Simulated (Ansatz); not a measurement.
Elastic constants of AlOs: input and output

Computed with DFT r2SCAN, scalar-relativistic, plane waves, PAW in Ansatz.

Launched with:
```bash
ansatz run input.yaml --threads 1 --pin off --max-ram 3072MiB --backend cpu --events-out ev --progress --plain --runs-dir out
```

Input (bare energies are in eV):
```yaml
crystal:
  lattice:
    - [2.9985456819, 0.0, 0.0]
    - [0.0, 2.9985456819, 0.0]
    - [0.0, 0.0, 2.9985456819]
  atoms:
    - { symbol: Al, position: [0.0, 0.0, 0.0] }
    - { symbol: Os, position: [0.5, 0.5, 0.5] }
basis:
  ecutwfc: 500
kpoints:
  mp_grid: { grid: [14, 14, 14] }
hamiltonian:
  xc: r2scan
scf:
  occupations: { method: fermi_dirac, width: 0.15 }
output:
  forces: true
  stress: true
  eigenvalues: true
elastic:
  mode: relaxed_ion
  amplitude: 0.005
```

From the output:
```
--- Elastic constants: 2 strain directions × 4 members + reference (group order 48) ---
  dense FFT box of the reference and of every strained cell: 24×24×24
  strains applied: 11, 23; error gains: componentwise 1.00 (the most a stress slope's error grows in a printed constant), spectral 1.73 (1 for all six strains in a standard setting)
  C = ∂σ_k/∂η_j (tension-positive GPa; Voigt order 11 22 33 23 13 12):
       382.250    188.106    188.106     -0.000     -0.000     -0.000
       188.106    382.250    188.106     -0.000     -0.000     -0.000
       188.106    188.106    382.250     -0.000     -0.000     -0.000
         0.000     -0.000      0.000    162.399     -0.000      0.000
         0.000      0.000     -0.000      0.000    162.399      0.000
         0.000     -0.000     -0.000      0.000      0.000    162.399
  reference stress σ⁰ (GPa):      0.003      0.003      0.003     -0.000     -0.000     -0.000
  C* (energy form; C + prestress term) asymmetry max|C*_kj − C*_jk| = 2.842e-14 GPa — a small one proves nothing (zero by symmetry where the batch's group is 432, −43m or m−3m); a large one is finite-difference/SCF noise where every solve ...
  moduli (Voigt/Reuss/Hill, GPa): K = 252.82/252.82/252.82   G = 136.27/127.95/132.11   E = 337.54   ν = 0.277
  mechanically stable: yes (min eigenvalue of sym C = 162.40 GPa)
  strain η (Voigt 11):  stress-route row diagonal C_11 = 382.25 GPa, energy-path curvature d²(F+E_count+ΔE)/dδ²/Ω₀ = 382.25 GPa
    cells at ±δ against ±2δ: C11 382.34 and 382.62 GPa, apart by 0.07 % of the column's largest entry
         δ    σ_11 (GPa) F (eV) n_scf n_hpsi n_pw
    -1.000e-2      -3.9644      -11938.9730763      10   94606    703   relax 0 steps, max|allowed force component| 2.48e-28 eV/Å
    -5.000e-3      -1.9439      -11938.9755550       6   77327    711   relax 0 steps, max|allowed force component| 2.50e-29 eV/Å
     5.000e-3       1.8796      -11938.9755709       6   77510    715   relax 0 steps, max|allowed force component| 2.17e-28 eV/Å
     1.000e-2       3.6881      -11938.9732242       7   77389    723   relax 0 steps, max|allowed force component| 6.36e-30 eV/Å
  strain η (Voigt 23):  stress-route row diagonal C_44 = 162.40 GPa, energy-path curvature d²(F+E_count+ΔE)/dδ²/Ω₀ = 162.39 GPa
    cells at ±δ against ±2δ: C44 162.39 and 162.37 GPa, apart by 0.01 % of the column's largest entry
         δ    σ_23 (GPa) F (eV) n_scf n_hpsi n_pw
    -1.000e-2      -1.6237      -11938.9749993       9  135801    711   relax 0 steps, max|allowed force component| 1.26e-29 eV/Å
    -5.000e-3      -0.8120      -11938.9760255       4  104055    713   relax 0 steps, max|allowed force component| 1.26e-29 eV/Å
     5.000e-3       0.8120      -11938.9760255       4  100068    713   relax 0 steps, max|allowed force component| 1.28e-29 eV/Å
     1.000e-2       1.6237      -11938.9749993       7  114885    711   relax 0 steps, max|allowed force component| 2.52e-29 eV/Å
```

The run took 110 s on 1 thread of Intel(R) Xeon(R) Platinum 8275CL CPU @ 3.00GHz (Skylake/Cascade Lake), with other jobs on the host, peak memory 0.63 GiB.

In a metal, frequencies and elastic constants depend on the k mesh and the smearing, soft modes and shear constants most. Spin–orbit coupling is left out, which can shift energies with elements as heavy as these.